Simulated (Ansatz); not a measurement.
# Ionic part of the dielectric constant of Pd$_{2}$PtS$_{6}$, mode by mode

The calculation used DFT PBE, scalar-relativistic, plane waves, PAW (Ansatz). Plane waves to 420 eV; Γ-centred k mesh 6×6×6; fixed occupations. No spin polarisation. Phonons by linear response, acoustic sum rule imposed.

Space group R-3 (No. 148), trigonal, a = 6.170 Å, c = 19.309 Å. Pd is surrounded by 6 S at 2.40 Å; around Pt lie 6 S at 2.40 Å; S is surrounded by 1 Pt at 2.40 Å and 2 Pd at 2.40 Å.

The structure comes from a generated guess, relaxed at this level; another structure or a mixture of phases may lie lower. Spin–orbit coupling is left out, which matters for heavy elements. No dispersion correction is applied, so modes and constants that involve weak contacts between layers, chains or molecules come out too soft.

The primitive cell has V = 212.20 Å³ and ε∞,xx = 15.898. Each polar mode adds Δε = (4.92064×10⁷/V)·S/ν² along x, with S its oscillator strength in e²/amu, ν in cm⁻¹ and V in Å³.

Problem. From these modes, find each Δε and ε0,xx.
```json
{"ν (cm⁻¹)": "176.36", "S_xx (e²/amu)": "0.0006"}
{"ν (cm⁻¹)": "263.28", "S_xx (e²/amu)": "0.00939"}
{"ν (cm⁻¹)": "296.05", "S_xx (e²/amu)": "0.1081"}
{"ν (cm⁻¹)": "309.03", "S_xx (e²/amu)": "0.4926"}
```

Solution.
```csv
ν (cm⁻¹),Δε
176.36,0.00
263.28,0.03
296.05,0.29
309.03,1.20
```

The sum is 1.52, so ε0,xx = 17.42; the run's tensor has 17.42.

Problem. Where do the longitudinal modes lie for a wave vector along x?

Solution. At 176.39, 263.47, 297.38, 321.74 cm⁻¹. The Lyddane–Sachs–Teller product Π(ν_LO/ν_TO)² = 1.10 agrees with ε0/ε∞ = 1.10.
